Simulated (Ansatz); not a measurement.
In plane-wave PAW PBE (Ansatz code), B in the diamond structure (Fd-3m) relaxes to a = 4.051 Å. B has 4 nearest neighbours from 1.75 Å (tetrahedral).

Electronic character: metallic (no gap).

The bulk modulus is 177 GPa.

The start of the workflow was typed in or built on a structure type; neither database checked (COD, Materials Project) lists it. It is not the phase usual at ambient conditions (space group No. 166). The PBE relaxation kept the symmetry of its start; whether a distortion lowers the energy is not shown.

Potentials: the later of the program's two PAW sets.
